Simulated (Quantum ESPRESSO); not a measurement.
Al2Ir3WAu2, one run as intended and one with a planted mistake

Simulated, not a measurement. The program is pw.x of Quantum ESPRESSO 7.5 (plane-wave density functional theory). The cell is made up: eight metal atoms on a hexagonal close-packed lattice, with elements, volume, strain and displacements drawn at random and not relaxed, so it may be unstable or far from any real phase. PseudoDojo standard norm-conserving files set the functional (PBE unless stated); there is no spin polarisation or spin-orbit coupling, the Fermi-Dirac width of 0.25 eV means electrons at about 2900 K, and the masses in the input are unused placeholders. Heavy elements are run without spin-orbit coupling, which real alloys of them have. A spin test at this wide smearing found no moment, but such smearing suppresses magnetism that the real alloy may have.

Intended input:

```
&control calculation='scf', pseudo_dir='./dojo.nc.sr.pbe.v0_5.standard.upf', outdir='./o', disk_io='minimal', tprnfor=.true., tstress=.true. /
&system ibrav=0, nat=8, ntyp=4, nbnd=68, ecutwfc=75.99759826, nosym=.true., tot_charge=0,
 occupations='smearing', smearing='fd', degauss=0.0183746611
/
&electrons conv_thr=1.470e-08, electron_maxstep=70, mixing_beta=0.5 /
ATOMIC_SPECIES
Al 1.0 Al.upf
Au 1.0 Au.upf
Ir 1.0 Ir.upf
W 1.0 W.upf
CELL_PARAMETERS angstrom
0.0606 0.0041 4.6051
5.4701 -0.0424 0.0737
-2.7717 4.7261 -0.0326
ATOMIC_POSITIONS angstrom
Al -0.0631 -0.1695 -0.0293
Ir -1.3185 2.3925 0.018
Al 2.6214 0.0232 -0.1484
W 1.507 2.2626 -0.2631
Au 0.0719 1.7084 2.3612
Ir -1.3775 3.9246 2.1085
Au 2.7788 1.4934 2.2646
Ir 1.3831 3.8512 2.2365
K_POINTS automatic
5 5 5 1 1 1
```

The log is shortened where brackets say so; the opening notice, blank lines, dates and the lines on written files are dropped, and the path of the files is cut. It prints rydbergs, bohrs and kilobars, and counts compression as positive stress. Its total energy is the free energy E - TS of the whole cell.

Log of the intended run:

```
     Program PWSCF v.7.5
     Parallel version (MPI & OpenMP), running on       4 processor cores
     Number of MPI processes:                 4
     Threads/MPI process:                     1
     [start-up lines left out]
     bravais-lattice index     =            0
     lattice parameter (alat)  =       8.7031  a.u.
     unit-cell volume          =     799.6090 (a.u.)^3
     number of atoms/cell      =            8
     number of atomic types    =            4
     number of electrons       =       109.00
     number of Kohn-Sham states=           68
     kinetic-energy cutoff     =      75.9976  Ry
     charge density cutoff     =     303.9904  Ry
     scf convergence threshold =      1.5E-08
     mixing beta               =       0.5000
     number of iterations used =            8  plain     mixing
     Exchange-correlation= PBE
                           (   1   4   3   4   0   0   0)
     [axes and pseudopotential details left out]
   Cartesian axes
     site n.     atom                  positions (alat units)
         1        Al     tau(   1) = (  -0.0137010  -0.0368038  -0.0063620  )
         2        Ir     tau(   2) = (  -0.2862881   0.5194875   0.0039084  )
         3        Al     tau(   3) = (   0.5691889   0.0050375  -0.0322223  )
         4        W      tau(   4) = (   0.3272174   0.4912821  -0.0571273  )
         5        Au     tau(   5) = (   0.0156118   0.3709477   0.5126913  )
         6        Ir     tau(   6) = (  -0.2990989   0.8521549   0.4578221  )
         7        Au     tau(   7) = (   0.6033655   0.3242644   0.4917164  )
         8        Ir     tau(   8) = (   0.3003148   0.8362175   0.4856150  )
     number of k points=    63  Fermi-Dirac smearing, width (Ry)=  0.0184
                       cart. coord. in units 2pi/alat
        k(    1) = (   0.0840058   0.1473961   0.0987720), wk =   0.0320000
        k(    2) = (   0.0855260   0.3431828   0.0985777), wk =   0.0320000
     [further k points left out]
     Dense  grid:    71549 G-vectors     FFT dimensions: (  50,  60,  60)
     Estimated max dynamical RAM per process >     287.31 MB
     Estimated total dynamical RAM >       1.07 GB
     Initial potential from superposition of free atoms
     starting charge     108.9939, renormalised to     109.0000
     Starting wfcs are   68 randomized atomic wfcs
     total cpu time spent up to now is        3.4 secs
     per-process dynamical memory:   227.9 Mb
     Self-consistent Calculation
     iteration #  1     ecut=    76.00 Ry     beta= 0.50
     Davidson diagonalization with overlap
     ethr =  1.00E-02,  avg # of iterations =  5.5
     total cpu time spent up to now is       12.4 secs
     total energy              =   -1442.71065068 Ry
     estimated scf accuracy    <       3.43384731 Ry
     iteration #  2     ecut=    76.00 Ry     beta= 0.50
     Davidson diagonalization with overlap
     ethr =  3.15E-03,  avg # of iterations =  2.3
     total cpu time spent up to now is       20.3 secs
     total energy              =   -1443.87478157 Ry
     estimated scf accuracy    <       6.91760426 Ry
     [iterations 3 to 13 left out]
     iteration # 14     ecut=    76.00 Ry     beta= 0.50
     Davidson diagonalization with overlap
     ethr =  3.61E-11,  avg # of iterations =  2.0
     total cpu time spent up to now is      106.8 secs
     total energy              =   -1444.65843794 Ry
     estimated scf accuracy    <       0.00000003 Ry
     iteration # 15     ecut=    76.00 Ry     beta= 0.50
     Davidson diagonalization with overlap
     ethr =  2.85E-11,  avg # of iterations =  1.9
     total cpu time spent up to now is      113.5 secs
     End of self-consistent calculation
     [lines on levels left out]
!    total energy              =   -1444.65843794 Ry
     estimated scf accuracy    <          7.7E-09 Ry
     smearing contrib. (-TS)   =      -0.08796770 Ry
     internal energy E=F+TS    =   -1444.57047024 Ry
     The total energy is F=E-TS. E is the sum of the following terms:
     one-electron contribution =    -479.89295179 Ry
     hartree contribution      =     302.72113478 Ry
     xc contribution           =    -273.43759345 Ry
     ewald contribution        =    -993.96105978 Ry
     convergence has been achieved in  15 iterations
     Forces acting on atoms (cartesian axes, Ry/au):
     atom    1 type  1   force =     0.02022538    0.05770583   -0.00292506
     atom    2 type  3   force =     0.00452609   -0.02905079   -0.03712229
     atom    3 type  1   force =     0.04453835   -0.07980065    0.01677897
     atom    4 type  4   force =    -0.07475054    0.07478649    0.15380951
     atom    5 type  2   force =    -0.06111741   -0.11237555   -0.07391192
     atom    6 type  3   force =    -0.01266553    0.04262236    0.01255340
     atom    7 type  2   force =     0.04316681   -0.01568237   -0.06362378
     atom    8 type  3   force =     0.03607685    0.06179468   -0.00555883
     Total force =     0.291086     Total SCF correction =     0.000307
     Computing stress (Cartesian axis) and pressure
          total   stress  (Ry/bohr**3)                   (kbar)     P=      184.07
   0.00164556   0.00019303  -0.00008349          242.07       28.40      -12.28
   0.00019303   0.00137108   0.00017139           28.40      201.69       25.21
  -0.00008349   0.00017139   0.00073725          -12.28       25.21      108.45
     init_run     :      3.25s CPU      3.36s WALL (       1 calls)
     electrons    :    108.25s CPU    110.06s WALL (       1 calls)
     forces       :      1.46s CPU      1.47s WALL (       1 calls)
     stress       :      5.01s CPU      5.01s WALL (       1 calls)
     [timing details left out]
     PWSCF        :   1m58.06s CPU   2m 0.01s WALL
     JOB DONE.
```

A second run has one planted mistake: one coordinate of one atom is wrong. The input lines that differ:

```
- Au 0.0719 1.7084 2.3612
+ Au 0.0719 1.6484 2.3612
```

Its log:

```
     Program PWSCF v.7.5
     Parallel version (MPI & OpenMP), running on       4 processor cores
     Number of MPI processes:                 4
     Threads/MPI process:                     1
     [start-up lines left out]
     bravais-lattice index     =            0
     lattice parameter (alat)  =       8.7031  a.u.
     unit-cell volume          =     799.6090 (a.u.)^3
     number of atoms/cell      =            8
     number of atomic types    =            4
     number of electrons       =       109.00
     number of Kohn-Sham states=           68
     kinetic-energy cutoff     =      75.9976  Ry
     charge density cutoff     =     303.9904  Ry
     scf convergence threshold =      1.5E-08
     mixing beta               =       0.5000
     number of iterations used =            8  plain     mixing
     Exchange-correlation= PBE
                           (   1   4   3   4   0   0   0)
     [axes and pseudopotential details left out]
   Cartesian axes
     site n.     atom                  positions (alat units)
         1        Al     tau(   1) = (  -0.0137010  -0.0368038  -0.0063620  )
         2        Ir     tau(   2) = (  -0.2862881   0.5194875   0.0039084  )
         3        Al     tau(   3) = (   0.5691889   0.0050375  -0.0322223  )
         4        W      tau(   4) = (   0.3272174   0.4912821  -0.0571273  )
         5        Au     tau(   5) = (   0.0156118   0.3579198   0.5126913  )
         6        Ir     tau(   6) = (  -0.2990989   0.8521549   0.4578221  )
         7        Au     tau(   7) = (   0.6033655   0.3242644   0.4917164  )
         8        Ir     tau(   8) = (   0.3003148   0.8362175   0.4856150  )
     number of k points=    63  Fermi-Dirac smearing, width (Ry)=  0.0184
                       cart. coord. in units 2pi/alat
        k(    1) = (   0.0840058   0.1473961   0.0987720), wk =   0.0320000
        k(    2) = (   0.0855260   0.3431828   0.0985777), wk =   0.0320000
     [further k points left out]
     Dense  grid:    71549 G-vectors     FFT dimensions: (  50,  60,  60)
     Estimated max dynamical RAM per process >     287.31 MB
     Estimated total dynamical RAM >       1.07 GB
     Initial potential from superposition of free atoms
     starting charge     108.9939, renormalised to     109.0000
     Starting wfcs are   68 randomized atomic wfcs
     total cpu time spent up to now is        3.4 secs
     per-process dynamical memory:   227.9 Mb
     Self-consistent Calculation
     iteration #  1     ecut=    76.00 Ry     beta= 0.50
     Davidson diagonalization with overlap
     ethr =  1.00E-02,  avg # of iterations =  5.5
     total cpu time spent up to now is       12.2 secs
     total energy              =   -1442.71424943 Ry
     estimated scf accuracy    <       3.44306357 Ry
     iteration #  2     ecut=    76.00 Ry     beta= 0.50
     Davidson diagonalization with overlap
     ethr =  3.16E-03,  avg # of iterations =  2.3
     total cpu time spent up to now is       20.1 secs
     total energy              =   -1443.87174470 Ry
     estimated scf accuracy    <       7.02031059 Ry
     [iterations 3 to 13 left out]
     iteration # 14     ecut=    76.00 Ry     beta= 0.50
     Davidson diagonalization with overlap
     ethr =  1.16E-10,  avg # of iterations =  2.0
     total cpu time spent up to now is      104.1 secs
     total energy              =   -1444.66896864 Ry
     estimated scf accuracy    <       0.00000006 Ry
     iteration # 15     ecut=    76.00 Ry     beta= 0.50
     Davidson diagonalization with overlap
     ethr =  5.53E-11,  avg # of iterations =  1.8
     total cpu time spent up to now is      110.5 secs
     End of self-consistent calculation
     [lines on levels left out]
!    total energy              =   -1444.66896864 Ry
     estimated scf accuracy    <       0.00000001 Ry
     smearing contrib. (-TS)   =      -0.08826583 Ry
     internal energy E=F+TS    =   -1444.58070281 Ry
     The total energy is F=E-TS. E is the sum of the following terms:
     one-electron contribution =    -476.60966204 Ry
     hartree contribution      =     301.09647458 Ry
     xc contribution           =    -273.42106765 Ry
     ewald contribution        =    -995.64644769 Ry
     convergence has been achieved in  15 iterations
     Forces acting on atoms (cartesian axes, Ry/au):
     atom    1 type  1   force =     0.02028877    0.05625896   -0.00257931
     atom    2 type  3   force =     0.00733684   -0.02848384   -0.03742443
     atom    3 type  1   force =     0.04461411   -0.08030258    0.01677938
     atom    4 type  4   force =    -0.07862271    0.07612849    0.14916247
     atom    5 type  2   force =    -0.05553962   -0.07381079   -0.06992862
     atom    6 type  3   force =    -0.00187432    0.02622542    0.01248608
     atom    7 type  2   force =     0.04348558   -0.01321968   -0.06363655
     atom    8 type  3   force =     0.02031135    0.03720402   -0.00485903
     Total force =     0.266461     Total SCF correction =     0.000436
     Computing stress (Cartesian axis) and pressure
          total   stress  (Ry/bohr**3)                   (kbar)     P=      175.65
   0.00159804   0.00016331  -0.00009913          235.08       24.02      -14.58
   0.00016331   0.00129158   0.00019326           24.02      190.00       28.43
  -0.00009913   0.00019326   0.00069246          -14.58       28.43      101.86
     init_run     :      3.24s CPU      3.34s WALL (       1 calls)
     electrons    :    105.35s CPU    107.10s WALL (       1 calls)
     forces       :      1.43s CPU      1.44s WALL (       1 calls)
     stress       :      4.94s CPU      4.94s WALL (       1 calls)
     [timing details left out]
     PWSCF        :   1m55.05s CPU   1m56.93s WALL
     JOB DONE.
```

|  | intended run | run with the mistake |
| --- | --- | --- |
| free energy (eV) | -19655.579 | -19655.723 |
| entropy term -TS, part of it (eV) | -1.197 | -1.201 |
| pressure (GPa) | 18.41 | 17.56 |
| size of the largest force component (eV/Å) | 3.955 | 3.835 |
| largest change of a force component (eV/Å) |  | 0.992 |
| iterations | 15 | 15 |

For scale, a rerun of the intended cell at a higher cutoff and on a denser mesh moved values by no more than 0.003 eV in energy, 0.09 GPa in stress and 0.007 eV/Å in force, and a second program with other atomic files agreed on that cell to 2 % rms in force and 0.5 GPa in pressure.